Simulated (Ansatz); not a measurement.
(001) slab cut from the bulk of Re, P6_3/mmc (No. 194); the slab's formula is Re:

```yaml
crystal:
  lattice:
    - [2.75030, 0.00000, 0.00000]
    - [-1.37515, 2.38183, 0.00000]
    - [0.00000, 0.00000, 26.10823]
  atoms:
    - { symbol: Re, position: [0.66667, 0.33333, 0.28727] }
    - { symbol: Re, position: [0.33333, 0.66667, 0.37236] }
    - { symbol: Re, position: [0.66667, 0.33333, 0.45745] }
    - { symbol: Re, position: [0.33333, 0.66667, 0.54255] }
    - { symbol: Re, position: [0.66667, 0.33333, 0.62764] }
    - { symbol: Re, position: [0.33333, 0.66667, 0.71273] }
```

These are results of DFT PBEsol, scalar-relativistic, plane waves, PAW (Ansatz 0.2.0), not measurements. Cutoff 420 eV; k points 15×15×1 on the computed 6-atom cell (Γ-centred); Gaussian smearing, width 0.10 eV; no spin polarisation. The cell repeats along c with a dipole correction in the vacuum.

**Question.** What forces act on the atoms?

**Answer.**
```
atom Fx (eV/Å) Fy (eV/Å) Fz (eV/Å)
 Re1      0.000      0.000      1.207
 Re2      0.000      0.000     -1.444
 Re3      0.000      0.000      0.474
 Re4      0.000      0.000     -0.474
 Re5      0.000      0.000      1.445
 Re6      0.000      0.000     -1.207
```

Spin–orbit coupling is left out, which can shift energies with elements as heavy as these.